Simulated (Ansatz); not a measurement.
A geometry of Te$_{2}$Mo away from equilibrium: step 2 of the relaxation of a relaxed Te2Mo cell, doubled along one cell vector, shaken by Gaussian noise of σ = 0.08 Å a coordinate. The numbers are results of r2SCAN (plane waves to 500 eV, PAW, scalar-relativistic; Ansatz, a first-principles code), not measurements. Γ-centred k-mesh 4×8×2 on the run's cell (coarser than for final values), Fermi–Dirac smearing 0.05 eV.

```yaml
crystal:
  lattice:
    - [7.11444, 0.00195, 0.04220]
    - [-1.77776, 3.07969, -0.00992]
    - [0.08723, 0.00302, 14.56448]
  atoms:
    - { symbol: Mo, position: [0.17200, 0.67582, 0.74841] }
    - { symbol: Mo, position: [0.66913, 0.65672, 0.74618] }
    - { symbol: Mo, position: [0.33094, 0.33130, 0.24909] }
    - { symbol: Mo, position: [0.85344, 0.34799, 0.25255] }
    - { symbol: Te, position: [0.17878, 0.67604, 0.12378] }
    - { symbol: Te, position: [0.67844, 0.66694, 0.12746] }
    - { symbol: Te, position: [0.33140, 0.33477, 0.62577] }
    - { symbol: Te, position: [0.84519, 0.33632, 0.62299] }
    - { symbol: Te, position: [0.33864, 0.33759, 0.86965] }
    - { symbol: Te, position: [0.82663, 0.32330, 0.86680] }
    - { symbol: Te, position: [0.16863, 0.67048, 0.37592] }
    - { symbol: Te, position: [0.66617, 0.66490, 0.36782] }
```

Question: Predict the force on each atom, in eV/Å.

Answer: 
| atom | Fx | Fy | Fz |
|---|---|---|---|
| Mo1 | -0.17 | -0.33 | -0.05 |
| Mo2 | -0.23 | 0.33 | -0.58 |
| Mo3 | 0.28 | 0.07 | -0.13 |
| Mo4 | -0.66 | -0.37 | -1.17 |
| Te5 | -0.08 | -0.06 | 0.18 |
| Te6 | 0.03 | 0.14 | 0.43 |
| Te7 | 0.46 | 0.13 | -0.23 |
| Te8 | -0.21 | -0.22 | 0.11 |
| Te9 | -0.27 | 0.02 | 0.31 |
| Te10 | 0.43 | 0.07 | 0.48 |
| Te11 | 0.28 | 0.19 | 0.02 |
| Te12 | 0.13 | 0.05 | 0.63 |

Question: What is the pressure?

Answer: +0.8 GPa, compression positive.

Question: How much energy per atom can still be gained by relaxing?

Answer: 0.01 eV/atom; the path ends in P6₃/mmc (No. 194) (AFLOW prototype AB2_hP6_194_c_f (C7, as in MoS2)).

No spin polarisation in the result. No dispersion correction is included, so spacings between layers, chains or molecules are soft and tend to come out too large.
